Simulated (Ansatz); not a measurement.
# Computed properties of Mo2N

Mo$_{2}$N:
```
Mo2N
1.0
    1.43963     0.83117     4.99506
   -1.43963     0.83117     4.99506
    0.00000    -1.66234     4.99506
Mo N
2 1
Direct
  0.24285   0.24285   0.24285
  0.75715   0.75715   0.75715
  0.00000   0.00000   0.00000
```

Space group R-3m (No. 166); conventional cell a = 2.879 Å, b = 2.879 Å, c = 14.985 Å, α = 90.00°, β = 90.00°, γ = 120.00°.

Method: r²SCAN (plane waves, PAW; program Ansatz). The cell and atoms are relaxed at this level. Other levels are named where they apply.

**Cell and energy**

| Item | Value |
|---|---|
| Volume per atom | 11.95 Å³ |
| Density | 9.53 g/cm³ |
| Formation energy from the elements (no fitted shifts) | -0.30 eV/atom |

**Electronic structure**

| Quantity | Value |
|---|---|
| Electronic character | metallic (no gap) |
| Density of states at the Fermi level | 0.53 states/eV per atom (mean over ±0.08 eV) |
| Gap with spin–orbit coupling | none (metallic) |

**Mechanics**

| Property | Result |
|---|---|
| Bulk modulus (Birch–Murnaghan fit) | 323 GPa |
| Pressure derivative B′ | 4.4 |

**Charges**

| Quantity | Result |
|---|---|
| Bader charges | Mo +0.73, N -1.45 e |

The workflow started from a Materials Project entry (that database holds measured and hypothetical structures alike); the Crystallography Open Database copy checked does not list it. COD files the formula under space group No. 141. Its standing as an ambient phase is unchecked. The r²SCAN relaxation kept the symmetry of its start; whether a distortion lowers the energy is not shown. The run is not spin-polarised. With an odd number of electrons in the cell and no spin polarisation, the count alone makes it a metal. The references are the lowest solids computed at this level, not always the standard phases (solids in place of the gases). Scalar-relativistic: spin–orbit coupling is off unless named, which matters more the heavier the elements.

Potentials: the later of the program's two PAW sets.
